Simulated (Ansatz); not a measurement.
Cold compression of As (A7 type)

```
CELL_PARAMETERS angstrom
1.90231 -1.09830 3.63174
0.00000 2.19660 3.63174
-1.90231 -1.09830 3.63174
ATOMIC_POSITIONS crystal
As 0.22593 0.22593 0.22593
As 0.77407 0.77407 0.77407
```

The cell comes from a relaxation on PAW files under the same functional, begun from a prototype that needn't be the stable phase.

Its volume is scaled, and at each volume shape and atoms are relaxed on PAW files; all methods then take that cell.

Level of theory: DFT with PBE, scalar-relativistic, in Ansatz 0.2.0; a Γ-centred 14×14×14 k mesh, Fermi–Dirac smearing of 0.1 eV, no spin polarisation. LAPW: all electrons, basis error target 1 meV/atom; PAW: frozen-core files, cutoff 420 eV; crystal datasets: all electrons, by PAW datasets that the program makes for each cell.

Energies are extrapolated to zero smearing and count from the unscaled cell; pressure is positive in compression; gaps take the mesh and a band path. No temperature or zero-point motion is included.

```tsv
V/V0	V (Å³/atom)	P LAPW (GPa)	ΔE LAPW (eV/atom)	P PAW − LAPW (GPa)	ΔE PAW − LAPW (meV/atom)	space group	shortest distance (Å)
1.00	22.76	0.01	0.000	-0.01	0.0	R-3m	2.548
0.90	20.49	4.51	0.026	-0.01	-0.2	R-3m	2.531
0.80	18.21	?	?	-0.01	-0.3	R-3m	2.495
```

Q: What belongs in the row "0.80", column "ΔE LAPW (eV/atom)"?

A: 0.155.

Q: What belongs in the row "0.80", column "P LAPW (GPa)"?

A: 14.56.

Q: At the smallest volume, how far do crystal datasets lie from LAPW in pressure?

A: crystal datasets: 0.00 GPa, on a LAPW pressure of 14.56 GPa.

Q: How do the Löwdin populations by LAPW change from the unscaled cell to the last row?

A: As 4s 1.80 → 1.74, As 4p 3.17 → 3.23 electrons an atom. These are projections on the shells that the free atoms fill; 0.07 e a cell lies outside them at the start and 0.09 e at the end.
